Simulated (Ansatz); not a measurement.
The geometry is COD entry 9013010, unchecked; take it as a test cell.

Input and log of a run on Sb: DFT, PBEsol, all-electron LAPW, scalar-relativistic (Ansatz 0.2.0).

Command: `ansatz run input.yaml --threads 1 --pin off --max-ram 3072MiB --backend cpu --events-out ev --progress --plain --runs-dir out` The run took 46 s on 1 thread of Intel(R) Xeon(R) Platinum 8488C (Sapphire Rapids), on a shared host, peak memory 0.88 GiB.

```yaml
crystal:
  lattice:
    - [-1.505, 1.505, 2.48]
    - [1.505, -1.505, 2.48]
    - [1.505, 1.505, -2.48]
  atoms:
    - { symbol: Sb, position: [0.0, 0.0, 0.0] }
kpoints:
  mp_grid: { grid: [13, 13, 15] }
  band_path:
    path:
      - [0.0, 0.0, 0.0]
      - [0.0, 0.0, 0.5]
      - [0.25, 0.25, 0.25]
      - [0.0, 0.5, 0.0]
      - [0.0, 0.0, 0.0]
      - [0.5, 0.5, -0.5]
      - [0.3420681988, 0.6579318012, -0.3420681988]
      - [-0.3420681988, 0.3420681988, 0.3420681988]
      - [0.0, 0.0, 0.0]
    npoints: 14
scf:
  occupations: { method: fermi_dirac, width: 0.03 }
hamiltonian:
  xc: pbesol
  pseudopotentials: { kind: all_electron, lapw: { basis_error: 0.00025 } }
output:
  forces: true
  stress: true
  eigenvalues: true
  populations: true
  dos: { projected: true, de: 0.2, e_range: [-14, 8] }
```

Output:

```
Warning: crystal.symmetry: narrowed to the stabiliser of the k-point mesh — unitary ops 16 → 4; excluded 12 operations that carry a point of the 13×13×15 mesh (shift [0, 0, 0]) off the mesh (the run samples exactly the mesh kpoints.mp_grid names, as under crystal.symmetry.detect: false, and its converged state has the mesh's symmetry, not the crystal's; ε∞, the Born charges and the force constants of a linear response (`dielectric:` by the response, `phonons.method: dfpt`) are averaged over those of the crystal's operations that the state keeps within a tolerance, where `mesh_tensors`, `unaveraged_element` or `gamma_mean_max_change_ev_ang2` stands beside them; a row that `dielectric.field_direction` solves alone is averaged likewise, with nothing beside; a Γ-centred mesh of equal divisions is mapped onto itself by every operation and keeps the whole group, as does a half-shifted one under kpoints.further_shifts: images)
Sb: projections on atomic orbitals take those of the free atom 1s2 2s2 2p6 3s2 3p6 3d10 4s2 4p6 4d10 5s2 5p3, of charge +0.00 (hamiltonian.pseudopotentials.projection_atoms)
LAPW: plane waves up to 8.023 Å⁻¹, error target 2.5e-4 eV per atom; small_component_spin mean_spin; Sb in spheres of 1.505 Å, 23 of its electrons in bands, Dirac shells []
Engine: ansatz 0.2.0
Pseudopotentials: kind: all_electron
Pseudopotential: Sb, LAPW, valence charge 23, Koelling and Harmon's equation, gaussian nucleus
Functional definition: PBEsol
  exchange = pbesol_x
  correlation = pbesol_c
Crystal: 1 atoms, lattice volume = 22.469 Å³
Basis set: ecut = 245.22029281616292 eV, 195 PW (Γ), FFT grids on a1+a3, a2+a3, a3, exchange–correlation at level 2
Bands: 16, of which v1, the nominal top of the filled ones, is band 12 counted from 1 (11 counted from 0)
Symmetry: 4 space group operations
k-points: 686 of 2535
Non-local potential: Sb, projectors of the file, none
Initial density: superposition of atomic densities (chi_scale 0.1, normalization cell)
Initial wavefunctions: plane waves of lowest kinetic energy (no species holds an atomic orbital)
Functional: x = pbesol(κ = 0.804, μ = 0.12345679012345678), c = pbesol(β = 0.046)
iter 1 solved again at ethr=3.31e-5 eV; its pass at ethr=1.00e-1 eV (dr2=7.61e-3 eV) is discarded
SCF iter   1: F=—  HF=-176291.413954 eV  |F-HF|=—  |Δ(HF+E_count)|=         —  Δρ=7.26e-3  dr2=7.63e-3  ethr=3.31e-5  ⟨swp⟩=3.5  Hψ=79075  notcnv=0
preconditioner: auto → Kerker (q_TF=auto, 2.739 Å⁻¹)  [metal: Δε(μ)=0.008 eV  Ē_g=29.185 eV  σ=0.030 eV  W_gap=0.07  n_scr=10 (ndim 8)  ℏωp=30.3 eV  f_vac=0.000  D(μ)=0.67/eV (n_scr^D=0)]
SCF iter   2: F=—  HF=-176291.404539 eV  |F-HF|=—  |Δ(HF+E_count)|=   9.41e-3  Δρ=4.47e-3  dr2=3.32e-3  ethr=3.31e-5  ⟨swp⟩=2.0  Hψ=31117  notcnv=0
SCF iter   3: F=—  HF=-176291.403242 eV  |F-HF|=—  |Δ(HF+E_count)|=   1.30e-3  Δρ=2.03e-3  dr2=7.99e-4  ethr=1.44e-5  ⟨swp⟩=2.0  Hψ=31322  notcnv=0
SCF iter   4: F=—  HF=-176291.403119 eV  |F-HF|=—  |Δ(HF+E_count)|=   1.24e-4  Δρ=8.50e-4  dr2=1.58e-4  ethr=3.47e-6  ⟨swp⟩=2.0  Hψ=30633  notcnv=0
iter 5 solved again at ethr=1.35e-8 eV; its pass at ethr=6.88e-7 eV (dr2=3.11e-6 eV) is discarded
SCF iter   5: F=—  HF=-176291.403124 eV  |F-HF|=—  |Δ(HF+E_count)|=   4.94e-6  Δρ=1.21e-4  dr2=3.10e-6  ethr=1.35e-8  ⟨swp⟩=2.0  Hψ=52278  notcnv=0
SCF iter   6: F=—  HF=-176291.403124 eV  |F-HF|=—  |Δ(HF+E_count)|=   5.45e-8  Δρ=4.23e-5  dr2=4.24e-7  ethr=1.35e-8  ⟨swp⟩=2.0  Hψ=30601  notcnv=0
SCF iter   7: F=-176291.403124 eV  HF=-176291.403124 eV  |F-HF|=8.15e-10  |Δ(HF+E_count)|=   1.32e-8  Δρ=9.12e-6  dr2=2.56e-8  ethr=1.84e-9  ⟨swp⟩=2.0  Hψ=30601  notcnv=0
SCF 1 converged in 7 iterations: F = -176291.403124 eV  dr2 = 2.56e-8
NSCF: frozen V_eff on 113 k-points
SCF converged after 7 iterations
Free energy (F): -176291.403124 eV
Harris-Foulkes:  -176291.403124 eV  (|F-HF|=8.15e-10)
Internal energy: -176291.401160 eV  (E = F + TS)
E sigma→0 (E₀):  -176291.402142 eV
Entropy (-TS):   -0.001964 eV (-1.964 meV/atom)
Fermi energy:    18.257612 eV
--- Per-component energies (eV) ---
  E_band       = -775.649698
  E_kinetic    = 185782.158871
  E_xc         = -4568.156201
  E_electrostatic = -357505.403831  (all electrons and nuclei)
  E_smearing   = -0.001964  (= −TS)
  E_closure    = 0.000000  (closes the sum)
  E_atoms      = -176287.264445  (free atoms, spherical and without spin; not in F)
  Σ components = -176291.403124   (vs F -176291.403124, Δ=0.00e0)
  Basis errors (estimates in eV, not in F): energy 6.4e-5 per atom: plane waves 6.1e-5 (3.2e-5 summed), levels above the bands 7.9e-170, relativity 5.6e-9, radial functions 3.0e-6, core shells 1.3e-9; eigenvalues (radial functions only) 1.6e-4; not estimated: angular momenta, meshes, grids; target (lapw.basis_error) 2.5e-4; muffin-tin radii Sb 1.505 Å
--- Forces (eV/Å), atoms counted from 1 ---
  atom   1  Sb     0.00000000    -0.00000000     0.00000000
  max |Σ_I F_I| component: 7.40e-32 eV/Å
--- Stress (GPa, compression-positive) ---
       15.975921       0.153734      -0.097915
        0.153734      15.975921      -0.097915
       -0.097915      -0.097915      13.587323
  P = ⅓ Tr σ = 15.1797 GPa (151.797 kbar)
--- Band table (eV; the first three rows and the last of 686) ---
  k-point 0: bands = ["-126.0900", "-79.1288", "-79.1162", "-79.1144", "-11.2036", "-11.1045", "-11.0808", "-11.0792", "-10.9947", "3.7199", "24.7230", "24.9870", "24.9898", "28.6041", "29.1925", "30.2161"]
  k-point 1: bands = ["-126.0900", "-79.1288", "-79.1165", "-79.1145", "-11.1906", "-11.0999", "-11.0834", "-11.0775", "-10.9994", "3.8735", "24.0768", "24.1972", "24.4326", "27.5156", "29.6979", "30.2967"]
  k-point 2: bands = ["-126.0899", "-79.1289", "-79.1171", "-79.1151", "-11.1537", "-11.0955", "-11.0876", "-11.0680", "-11.0125", "4.3344", "22.4637", "23.0318", "23.1918", "26.1273", "29.9221", "30.6709"]
  k-point 685: bands = ["-126.0898", "-79.1314", "-79.1172", "-79.1153", "-11.2419", "-11.1416", "-10.9713", "-10.9671", "-10.9669", "9.0970", "11.5814", "19.1707", "20.3131", "24.3757", "25.5554", "39.5572"]
--- Löwdin populations: 1 site ---
  site symbol       q [e]
     0     Sb     50.9203
  spilling = 0.001563 (of n_electrons = 51.000000)
```
